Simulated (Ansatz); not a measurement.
An Ansatz (an electronic-structure program) run. Input:

Ansatz 0.2 input:
```yaml
crystal:
  lattice:
    - [3.9976292356, 0.0, 0.0]
    - [-1.9988146178, 3.4620484729, 0.0]
    - [0.0, 0.0, 6.594061577]
  atoms:
    - { symbol: Ge, position: [0.6666666667, 0.3333333333, 0.0628500407] }
    - { symbol: Ge, position: [0.3333333333, 0.6666666667, 0.9371499593] }
    - { symbol: Ge, position: [0.3333333333, 0.6666666667, 0.5628500407] }
    - { symbol: Ge, position: [0.6666666667, 0.3333333333, 0.4371499593] }
kpoints:
  mp_grid: { grid: [12, 12, 6] }
hamiltonian:
  xc: pbesol
  pseudopotentials: { azcp: { folder: ./paw }, kind: paw }
scf:
  occupations: { method: fermi_dirac, width: 0.1 }
phonons:
  method: dfpt
  response_accuracy: low
  eigenvectors: true
  rigid_motions: translations
```

Output (shortened):

```
Pseudopotential: Ge, paw, valence charge 14
Functional definition: PBEsol
Crystal: 4 atoms, lattice volume = 91.262 Å³
Basis set: ecut = 420 eV, 1763 PW (Γ), exchange–correlation on 54×54×96 points (8 copies of the dense FFT grid, shifted against one another)
Bands: 34, of which v1, the nominal top of the filled ones, is band 28 counted from 1 (27 counted from 0)
Symmetry: 24 space group operations
k-points: 242 of 864 (irreducible under 2 space group operations, time reversal used)
SCF iter   1: F=—  HF=-17014.095710 eV  |F-HF|=—  |Δ(HF+E_count)|=         —  Δρ=3.52e-2  dr2=9.00e-1  ethr=3.10e-3  ⟨swp⟩=5.7  Hψ=31304  notcnv=0
preconditioner: auto → Kerker (q_TF=auto, 2.515 Å⁻¹)
SCF iter   2: F=—  HF=-17014.040834 eV  |F-HF|=—  |Δ(HF+E_count)|=   5.49e-2  Δρ=2.29e-2  dr2=4.47e-1  ethr=1.61e-3  ⟨swp⟩=1.9  Hψ=10820  notcnv=0  defer=11
SCF iter   3: F=—  HF=-17013.950927 eV  |F-HF|=—  |Δ(HF+E_count)|=   8.99e-2  Δρ=3.83e-3  dr2=2.63e-2  ethr=7.99e-4  ⟨swp⟩=2.0  Hψ=9887  notcnv=0  defer=13
SCF iter   4: F=—  HF=-17013.949864 eV  |F-HF|=—  |Δ(HF+E_count)|=   1.06e-3  Δρ=2.60e-3  dr2=9.68e-3  ethr=4.70e-5  ⟨swp⟩=2.0  Hψ=14387  notcnv=0  defer=13
SCF iter   5: F=—  HF=-17013.951523 eV  |F-HF|=—  |Δ(HF+E_count)|=   1.66e-3  Δρ=6.76e-4  dr2=5.01e-4  ethr=1.73e-5  ⟨swp⟩=2.0  Hψ=14998  notcnv=0  defer=13
SCF iter   6: F=—  HF=-17013.951995 eV  |F-HF|=—  |Δ(HF+E_count)|=   4.72e-4  Δρ=1.95e-4  dr2=4.89e-5  ethr=8.94e-7  ⟨swp⟩=2.0  Hψ=15083  notcnv=0  defer=13
SCF iter   7: F=—  HF=-17013.952077 eV  |F-HF|=—  |Δ(HF+E_count)|=   8.17e-5  Δρ=6.58e-5  dr2=6.65e-6  ethr=8.74e-8  ⟨swp⟩=3.0  Hψ=15112  notcnv=0  defer=13
SCF iter   8: F=—  HF=-17013.952083 eV  |F-HF|=—  |Δ(HF+E_count)|=   5.75e-6  Δρ=1.62e-5  dr2=2.94e-7  ethr=1.19e-8  ⟨swp⟩=3.0  Hψ=15141  notcnv=0  defer=13
SCF iter  12: F=-17013.952082 eV  HF=-17013.952082 eV  |F-HF|=1.46e-11  |Δ(HF+E_count)|=  1.09e-10  Δρ=1.01e-7  dr2=7.03e-12  ethr=1.00e-12  ⟨swp⟩=4.9  Hψ=39143  notcnv=0
the search or the solves at the SCF's close seem to have found levels that the self-consistency loop had missed (the run counts 1) …
SCF 1 converged in 12 iterations: F = -17013.952082 eV  dr2 = 7.03e-12
DFPT response loops at Γ: preconditioner auto → Kerker (q_TF=auto, 2.515 Å⁻¹) (partly filled bands, converged f_vac=0.064) …
SCF converged after 12 iterations
Free energy (F): -17013.952082 eV
Harris-Foulkes:  -17013.952082 eV  (|F-HF|=1.46e-11)
Internal energy: -17013.945111 eV  (E = F + TS)
E sigma→0 (E₀):  -17013.948596 eV
Entropy (-TS):   -0.006971 eV (-1.743 meV/atom)
Fermi energy:    8.382861 eV
--- Per-component energies (eV) ---
  E_band       = -612.661239
  E_kinetic    = 371.275687
  E_local      = -9044.891902  (includes V_loc(G=0)·N_el)
  E_nonlocal   = 877.713705
  E_hartree    = 4305.404258
  E_xc         = -284.234807
  E_vxc        = -260.475927  (∫ρ·V_xc dr)
  E_paw        = -7889.808693  (= ΣΔE_a)
  E_vpaw       = -1167.091420  (= ΣTr[D̂ρ^β])
  E_aug_tail   = 0.000079  (compensation charges beyond the density's cutoff)
  E_ewald      = -5353.075190
  E_core_change = 3.671751  (= ΣΔE_core)
  E_smearing   = -0.006971  (= −TS)
  E_closure    =  0.000000  (closes the sum)
  Σ components = -17013.952082   (vs F -17013.952082, Δ=0.00e0)
  [band-id]    e_kinetic+e_local+e_nonlocal+2·e_hartree+e_vxc+e_vpaw+e_augmentation_tail = -612.661261   (vs E_band -612.661239, Δ=-2.18e-5)
--- Band table (eV; the first three rows and the last of 242) ---
  k-point 0: bands = ["-16.5510", "-16.5510", "-16.5131", "-16.5128", "-16.5128", "-16.4996", "-16.4879", "-16.4879", "-16.4356", "-16.4356", "-16.3117", "-16.3117", "-16.2975", "-16.2813", "-16.2780", "-16.2780", "-16.2602", "-16.2602", "-16.2303", …
  k-point 1: bands = ["-16.5491", "-16.5491", "-16.5173", "-16.5173", "-16.5119", "-16.5002", "-16.4830", "-16.4830", "-16.4392", "-16.4392", "-16.3090", "-16.3090", "-16.2968", "-16.2827", "-16.2804", "-16.2804", "-16.2576", "-16.2576", "-16.2320", …
  k-point 2: bands = ["-16.5437", "-16.5437", "-16.5262", "-16.5262", "-16.5088", "-16.5020", "-16.4726", "-16.4726", "-16.4484", "-16.4484", "-16.3022", "-16.3022", "-16.2945", "-16.2863", "-16.2862", "-16.2862", "-16.2514", "-16.2514", "-16.2369", …
  k-point 241: bands = ["-16.5617", "-16.5617", "-16.5436", "-16.5436", "-16.4828", "-16.4828", "-16.4261", "-16.4261", "-16.4061", "-16.4061", "-16.3581", "-16.3581", "-16.3241", "-16.3241", "-16.3014", "-16.3014", "-16.2342", "-16.2342", "-16.2138", …
--- Phonons (Γ-DFPT): 2 representative perturbations + reference, on 242 of 864 k-points (Σ response iterations 6) ---
  ASR residual: 2.874e-5 → 0.000e0 eV/Å²; symmetrization residual: 1.673e-5 eV/Å²
  ASR residual per site (eV/Å²): 2.87e-5 2.87e-5 2.87e-5 2.87e-5
  Γ frequencies (cm⁻¹): 0.00 0.00 0.00 51.35 51.35 210.26 234.28 271.84 271.84 283.64 285.23 285.23
  non-analytic LO–TO correction: not included (Born effective charges unavailable; polar crystals: no LO–TO splitting at Γ)
```

Cost: very roughly 110 core-seconds on shared cores.

Space group P6_3/mmc. The workflow started from a Materials Project entry (that database holds measured and hypothetical structures alike); the Crystallography Open Database copy checked does not list it. It is not the phase usual at ambient conditions (space group No. 227). The PBEsol relaxation kept the symmetry of its start; of distortions, only those at the zone centre were tested. As this level gives no gap, phonon frequencies hold no LO–TO term and depend on the k-mesh and smearing (Fermi–Dirac, 0.1 eV here). Spin–orbit coupling is left out wherever it is not named.

Potentials: the earlier of the program's two PAW sets.

Ansatz is a plane-wave DFT program.
